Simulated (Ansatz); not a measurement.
BaTiO3:
```
BaTiO3
1.0
    3.99442     0.00000     0.00000
    0.00000     3.99442     0.00000
    0.00000     0.00000     3.99442
Ba Ti O
1 1 3
Direct
  0.50000   0.50000   0.50000
  0.00000   0.00000   0.00000
  0.50000   0.00000   0.00000
  0.00000   0.50000   0.00000
  0.00000   0.00000   0.50000
```

r²SCAN in the plane-wave PAW code Ansatz gives a gap of 2.18 eV without spin–orbit coupling, maximum at R, minimum at Γ.

Problem. What happens when spin–orbit coupling is switched on?

Solution. The gap falls by 0.02 eV, to 2.16 eV; maximum at R, minimum at Γ.

Problem. Give the electron effective mass with spin–orbit coupling, band 1 of 2 at the edge.

Solution. 1.2 along [100], 0.84 along [110], 0.69 along [111] (mₑ).

Problem. Give the electron effective mass with spin–orbit coupling, band 2 of 2 at the edge.

Solution. 0.44 along [100], 0.51 along [110], 0.59 along [111] (mₑ).

Space group Pm-3m (cubic perovskite). This is a known high-temperature phase of the composition, computed here at zero pressure and temperature. The r²SCAN relaxation kept the symmetry of its start. At this level the phase is dynamically unstable (imaginary phonons). No spin polarisation was allowed.

Potentials: the earlier of the program's two PAW sets.
